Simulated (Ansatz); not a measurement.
The guess for RbVS2 was made by a generator: Rb between sheets of the TiI2 type, stage 1 (P-3m1, No. 164) (host VS2; sites filled 1 of 1). A sheet's type names the database crystal that the layer was cut from. Its size is a rough estimate.

```cif
data_structure
_symmetry_space_group_name_H-M 'P 1'
_symmetry_Int_Tables_number 1
_cell_length_a 3.3311
_cell_length_b 3.3311
_cell_length_c 7.4107
_cell_angle_alpha 90.000
_cell_angle_beta 90.000
_cell_angle_gamma 120.000
_cell_volume 71.21
loop_
_atom_site_label
_atom_site_type_symbol
_atom_site_fract_x
_atom_site_fract_y
_atom_site_fract_z
_atom_site_occupancy
Rb1 Rb 0.00000 0.00000 0.50000 1
V1 V 0.00000 0.00000 0.00000 1
S1 S 0.66667 0.33333 0.79469 1
S2 S 0.33333 0.66667 0.20531 1
```

Method: Ansatz, DFT PBE, scalar-relativistic, plane waves, PAW. Cutoff 420 eV, Gaussian smearing, Γ-centred meshes. Cell and atoms relax first on a coarse mesh and then on a finer one. In between, the cell is made exact in the group found at 0.06 Å. In metals the finer mesh still leaves noise of several meV/atom or more. The steps can't lower the symmetry of their start. Collinear spin, starting moments V 2.0 μB.

A guess keeps its type if space group and coordination stay and the shape of the cell changes little (axis ratios within about 15 %, angles within 6°); the volume may change.

Problem. Does this structure survive the relaxation?

Solution. It keeps its type. The symmetry stays P-3m1 (No. 164). The volume per atom grows by 24.7 %, from 17.8 to 22.2 Å³. The shortest distance goes from 2.45 Å (V–S) to 2.49 Å (V–S). The ratio c/a of the conventional cell changes by a factor of 0.93. Counting neighbours within 15 % of an atom's shortest distance, the start has Rb 12, S 3, V 6 and the end Rb 12, S 3, V 6.

The zero of energy is the elements' standard structures at the same level; no fitted shifts are applied.

Problem. At what energy does it end?

Solution. −0.95 eV/atom. Whether it is stable depends on the other phases of the system, which aren't compared here.

The last run used collinear spin, a 12×12×6 mesh (in the run's order of axes) for its 4-atom cell and Gaussian smearing of 0.10 eV. No Hubbard U is applied to the 3d shell of V. The reference form of S is held partly by dispersion forces, which this level lacks. The magnetic state reached may not be the lowest. A structure relaxed within its symmetry needn't be a true minimum.
